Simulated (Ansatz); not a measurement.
NaC3O3: gradients before and after relaxing the atoms

Start: a structure deposited in the COD, taken as it stands.

Space group Fddd:1 (No. 70); a = 7.9248, b = 11.4835, c = 14.3208 Å.

| site | Wyckoff | site symmetry | x | y | z |
| --- | --- | --- | --- | --- | --- |
| Na | 16f | .2. | 0.2500 | 0.3987 | 0.2500 |
| C5 | 16g | ..2 | 0.7500 | 0.7500 | 0.6476 |
| C9 | 32h | 1 | 0.9093 | 0.7450 | 0.6995 |
| O17 | 16g | ..2 | 0.7500 | 0.7500 | 0.9397 |
| O21 | 32h | 1 | 0.4536 | 0.2314 | 0.3429 |

One atom of each set is listed; the run and its k-mesh use a cell of 28 atoms with edges of 9.18, 8.18, 6.98 Å.

Method: Kohn–Sham DFT in Ansatz, PBE, plane waves and PAW, scalar-relativistic, 420 eV cutoff, Γ-centred 5×5×5 k-points, Fermi–Dirac smearing 0.05 eV.

The largest force at the start is 0.96 eV/Å. Relaxing the ions at fixed cell moves them by 0.032 Å at most (atom 9, C) and 0.021 Å rms.

| site | moved (Å) | first shell before | first shell after | V_zz before (10²¹ V/m²) | η before |
| --- | --- | --- | --- | --- | --- |
| Na | 0.020 | 8 O at 2.45–2.84 Å | 8 O at 2.46–2.83 Å | -0.40 | 0.41 |
| C5 | 0.012 | 1 O at 1.25 Å, 2 C at 1.47 Å | 1 O at 1.25 Å, 2 C at 1.48 Å | 3.50 | 0.48 |
| C9 | 0.032 | 1 O at 1.25 Å, 2 C at 1.45–1.47 Å | 1 O at 1.25 Å, 2 C at 1.48 Å | 3.57 | 0.48 |
| O17 | 0.012 | 1 C at 1.25 Å | 1 C at 1.25 Å | -15.90 | 0.02 |
| O21 | 0.015 | 1 C at 1.25 Å | 1 C at 1.25 Å | -16.00 | 0.03 |

(1) What are V_zz and η after the relaxation?

Results:

(1) 

| site | V_zz after | η after | change of V_zz |
| --- | --- | --- | --- |
| Na | -0.42 | 0.32 | -0.02 |
| C5 | 3.42 | 0.45 | -0.08 |
| C9 | 3.52 | 0.42 | -0.05 |
| O17 | -15.77 | 0.02 | +0.13 |
| O21 | -15.67 | 0.02 | +0.33 |

The largest change of V_zz is on O21, from -16.00 to -15.67. The whole tensor moves most on O17, by 0.71 along its most changed direction. In per cent, |V_zz| changes by -2 to -1 on C, -2 to -1 on O (all sites that start above 0.5).

Before: With a gap of 1.0 eV on this mesh, small gradients can still move by 0.1 × 10²¹ V/m² or more as the k-mesh gets denser.
After: With a gap of 0.9 eV on this mesh, small gradients can still move by 0.1 × 10²¹ V/m² or more as the k-mesh gets denser.
